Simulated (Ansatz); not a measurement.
ZnInGaO4:
```
CELL_PARAMETERS angstrom
      1.65549     0.95580     8.58765
     -1.65549     0.95580     8.58765
      0.00000    -1.91159     8.58765
ATOMIC_POSITIONS crystal
  Zn 0.21873 0.21873 0.21873
  In 0.00307 0.00307 0.00307
  Ga 0.78710 0.78710 0.78710
  O  0.29520 0.29520 0.29520
  O  0.71138 0.71138 0.71138
  O  0.12104 0.12104 0.12104
  O  0.86348 0.86348 0.86348
```

r²SCAN (plane waves, PAW; program Ansatz) gives a gap of 1.77 eV without spin–orbit coupling, maximum at Γ, minimum at Γ.

What happens when spin–orbit coupling is switched on?

The gap falls by 0.02 eV, to 1.75 eV; maximum at Γ, minimum at Γ.

Give the electron effective mass with spin–orbit coupling.

0.22 mₑ (isotropic).

Space group R3m. Symmetry was held in the r²SCAN relaxation.

Potentials: the earlier of the program's two PAW sets. The files were generated under PBE; for other functionals the program regenerates the frozen cores, and for LDA and PBEsol the local potential too.
